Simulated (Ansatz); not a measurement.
An element in the bcc structure gives these cold pressures by all-electron LAPW under PBE (Ansatz 0.2.0, scalar-relativistic, no spin polarisation).

```tsv
V (Å³/atom)	P (GPa)
18.31	-0.04
16.85	18.40
15.38	45.4
13.92	86.9
12.45	150.7
10.99	249.8
9.52	427.6
8.24	704.1
```

(1) Which element is it?

## Answers

(1) Ta. Its zero-pressure volume in this structure is near 18.3 Å³/atom; the volume and the steepness of P(V) together point to it, though neighbours can come close. Neighbours weren't tried against these numbers.
